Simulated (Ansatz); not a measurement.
MnZn$_{3}$ (Pm-3m): electronic heat capacity from the density of states

Method: Ansatz 0.2.0, DFT PBEsol, scalar-relativistic, plane waves, PAW.

Settings: cutoff 420 eV, Γ-centred mesh 12×12×12 on the computed 4-atom cell, Gaussian smearing of 0.10 eV; collinear spin from starting moments 2.74 0 0 0 μB.

Relaxed cell: Pm-3m, a = 3.726 Å, b = 3.726 Å, c = 3.726 Å, α = 90.00°, β = 90.00°, γ = 90.00°, 4 atoms in the primitive cell. Whether it is the stable form of this composition wasn't checked.

The density of states at the Fermi level is 2.280 states/eV in the cell of 4 atoms (1 formula unit; both spins, tetrahedra on a 18×18×18 mesh). The run ends with a moment of 2.25 μB a cell (largest on a site 2.49 μB), and the figure is for this state; a paramagnetic sample can have a quite different one. Another magnetic order, if the compound takes it, can change N(E_F) and the shape of the cell a good deal.

Problem. What Sommerfeld coefficient does this give?

Solution. Per formula unit N(E_F) = 2.280 states/eV. γ = (π²/3) k_B² N(E_F) N_A = 2.357 mJ/(mol K²) per state/eV, so γ = 5.4 mJ/(mol K²), a mole of formula units. This is the bare band result: a measured γ of the same phase and magnetic order is as a rule larger by a factor 1 + λ from phonons and spin fluctuations. N(E_F) at one energy is sensitive to the mesh where the density of states has sharp peaks.

Only parallel moments were tried here.

Only this magnetic start was tried.

Cost: 1 run of about 1.2 core-minutes, on Arm Neoverse V2 (shared hosts).